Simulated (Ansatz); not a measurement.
Data:

Re:
```yaml
crystal:
  lattice:
    - [0.00000, 2.80768, 2.80768]
    - [2.80768, 0.00000, 2.80768]
    - [2.80768, 2.80768, 0.00000]
  atoms:
    - { symbol: Re, position: [0.00000, 0.00000, 0.00000] }
    - { symbol: Re, position: [0.25000, 0.25000, 0.25000] }
```

This is the r²SCAN-relaxed structure.

### Question
All from the program Ansatz at the r²SCAN level (PAW), unless another level is named. Estimate the density of states at the Fermi level.

### Answer
0.60 states/eV per atom (mean over ±0.08 eV).

### Question
Give the gap with spin–orbit coupling.

### Answer
none (metallic).

Space group Fd-3m (diamond). The start of the workflow was typed in or built on a structure type; neither database checked (COD, Materials Project) lists it. It is not the phase usual at ambient conditions (space group No. 194). Symmetry was held in the r²SCAN relaxation. At this level the phase is mechanically unstable. No spin polarisation was allowed. Scalar-relativistic: spin–orbit coupling is off unless named, which matters more the heavier the elements.

Potentials: the earlier of the program's two PAW sets.
